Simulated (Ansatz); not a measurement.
**Question.** TaAs in space group I4_1md (No. 109; Ta on 4a, As on 4a) is relaxed with the program Ansatz at the r²SCAN level (PAW). What lattice parameters of the conventional cell result?

**Answer.** a = 3.442 Å, c = 11.715 Å.

**Question.** Give the free coordinates with the occupied sites.

**Answer.** In one choice of origin and axes:

```csv
atom,site,symmetry,x,y,z
Ta,4a,2mm.,0.0000,0.0000,0.7493
As,4a,2mm.,0.0000,0.0000,0.1667
```

**Question.** Is it a metal or does it have a gap at this level?

**Answer.** No gap at this level.

The cell was relaxed with r²SCAN under the symmetry of its start. The run is not spin-polarised. A small band overlap can be real or an error of a semilocal functional. Spin–orbit coupling is left out wherever it is not named.

Potentials: the later of the program's two PAW sets.
